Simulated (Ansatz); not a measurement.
The relaxed structure here is a generated cell of Pt: the first start was made by placing the elements on the sites of a structure type, and the end was not matched to a known phase here, so it may be hypothetical. Known forms of Pt include space group No. 225.

A relaxed cell of Pt (Pm-3m (No. 221)), relaxed on a k-mesh at least as fine as the one used below. All values below come from PBEsol (plane waves to 420 eV, PAW, scalar-relativistic; Ansatz, an electronic-structure program). Γ-centred k-mesh 6×12×12 on the run's cell (coarser than for final values), Fermi–Dirac smearing 0.05 eV.

```
CELL_PARAMETERS angstrom
      5.17435     0.00000     0.00000
      0.00000     2.58718     0.00000
      0.00000     0.00000     2.58718
ATOMIC_POSITIONS crystal
  Pt 0.00000 0.00000 0.00000
  Pt 0.50000 0.00000 0.00000
```

The atoms are displaced along an unstable phonon of this cell by (Å):

```csv
atom,ux,uy,uz
Pt1,0.000,0.000,-0.150
Pt2,0.000,0.000,0.150
```

What forces (eV/Å) and pressure result?


```json
[
 {"atom": "Pt1", "Fx": "0.00", "Fy": "0.00", "Fz": "-0.19"},
 {"atom": "Pt2", "Fx": "0.00", "Fy": "0.00", "Fz": "0.19"}
]
```

Pressure -0.8 GPa.

The undisplaced cell is probably no minimum: from this displacement the run went on to P6/mmm (No. 191), 0.37 eV/atom below it.

No spin polarisation in the result.
